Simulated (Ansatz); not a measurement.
A relaxation computed with Ansatz, from input to last step.

```yaml
crystal:
  lattice:
    - [4.9577, 0.0, 0.0]
    - [0.0, 4.9577, 0.0]
    - [0.0, 0.0, 3.3879]
  atoms:
    - { symbol: Pb, position: [0.0, 0.0, 0.0] }
    - { symbol: Pb, position: [0.5, 0.5, 0.5] }
    - { symbol: O, position: [0.3072, 0.3072, 0.0] }
    - { symbol: O, position: [0.1928, 0.8072, 0.5] }
    - { symbol: O, position: [0.6928, 0.6928, 0.0] }
    - { symbol: O, position: [0.8072, 0.1928, 0.5] }
basis:
  ecutwfc: 420
kpoints:
  mp_grid: { grid: [8, 8, 10] }
hamiltonian:
  xc: pbe
scf:
  occupations: { method: gaussian, width: 0.1 }
output:
  forces: true
  stress: true
  eigenvalues: true
relax:
  adjacent_minimum: "off"
  f_tol: 0.01
  max_steps: 40
```

```bash
ansatz run input.yaml --threads 1 --pin off --max-ram 2560MiB --backend cpu --events-out ev --progress --plain --runs-dir out
```

These are results of DFT PBE, scalar-relativistic, plane waves, PAW (Ansatz 0.2.0), not measurements.

Of 3 frames 3 are shown, positions in Å and forces in eV/Å; the SCF threshold varies from step to step.

```xyz
6
Lattice="4.9577 0.0000 0.0000 0.0000 4.9577 0.0000 0.0000 0.0000 3.3879" Properties=species:S:1:pos:R:3:forces:R:3 pbc="T T T" step=1 free_energy_over_end_meV_per_atom=0.08
Pb    0.0000    0.0000    0.0000    0.0000    0.0000    0.0000
Pb    2.4788    2.4788    1.6940    0.0000    0.0000    0.0000
O     1.5230    1.5230    0.0000   -0.0443   -0.0443    0.0000
O     0.9558    4.0019    1.6940    0.0443   -0.0443    0.0000
O     3.4347    3.4347    0.0000    0.0443    0.0443    0.0000
O     4.0019    0.9558    1.6940   -0.0443    0.0443    0.0000
6
Lattice="4.9577 0.0000 0.0000 0.0000 4.9577 0.0000 0.0000 0.0000 3.3879" Properties=species:S:1:pos:R:3:forces:R:3 pbc="T T T" step=2 free_energy_over_end_meV_per_atom=0.00
Pb    0.0000    0.0000    0.0000    0.0000    0.0000    0.0000
Pb    2.4788    2.4788    1.6940    0.0000    0.0000    0.0000
O     1.5209    1.5209    0.0000   -0.0085   -0.0085    0.0000
O     0.9580    3.9997    1.6940    0.0085   -0.0085    0.0000
O     3.4368    3.4368    0.0000    0.0085    0.0085    0.0000
O     3.9997    0.9580    1.6940   -0.0085    0.0085    0.0000
6
Lattice="4.9577 0.0000 0.0000 0.0000 4.9577 0.0000 0.0000 0.0000 3.3879" Properties=species:S:1:pos:R:3:forces:R:3 pbc="T T T" step=3 free_energy_over_end_meV_per_atom=0.00
Pb    0.0000    0.0000    0.0000    0.0000    0.0000    0.0000
Pb    2.4788    2.4788    1.6940    0.0000    0.0000    0.0000
O     1.5209    1.5209    0.0000   -0.0085   -0.0085    0.0000
O     0.9580    3.9997    1.6940    0.0085   -0.0085    0.0000
O     3.4368    3.4368    0.0000    0.0085    0.0085    0.0000
O     3.9997    0.9580    1.6940   -0.0085    0.0085    0.0000
```

Time: 16 s on 1 thread of Intel(R) Xeon(R) 6975P-C (Granite Rapids), on a shared host, peak memory 0.52 GiB.

Spin–orbit coupling is left out, which can shift energies with elements as heavy as these.